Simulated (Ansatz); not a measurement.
Values for one crystal, relaxed and computed with r²SCAN in the plane-wave PAW code Ansatz; other levels are named.

| Property | Value |
|---|---|
| Volume per atom | 18.08 Å³ |
| Electronic character | metallic (no gap) |
| Density of states at the Fermi level | 0.29 states/eV per atom (mean over ±0.08 eV) |
| Formation energy from the elements (no fitted shifts) | -0.60 eV/atom |

Which of these materials gives this?
A. LaCu2Ge2, I4/mmm (La on 2a, Cu on 4d, Ge on 4e)
B. La3GaBr3, Pm-3m (La on 3c, Ga on 1b, Br on 3d)
C. YSi2Ni2, I4/mmm (Y on 2a, Si on 4e, Ni on 4d)
D. YAl2Ge2, P-3m1 (Y on 1a, Al on 2d, Ge on 2d)

A, LaCu2Ge2, I4/mmm (La on 2a, Cu on 4d, Ge on 4e)

The workflow started from a Materials Project entry (that database holds measured and hypothetical structures alike); the Crystallography Open Database copy checked does not list it. Its standing as an ambient phase is unchecked. The r²SCAN relaxation kept the symmetry of its start; whether a distortion lowers the energy is not shown. No spin polarisation was allowed. The references are the lowest solids computed at this level, not always the standard phases. Scalar-relativistic: spin–orbit coupling is off unless named, which matters more the heavier the elements.

Potentials: the later of the program's two PAW sets.
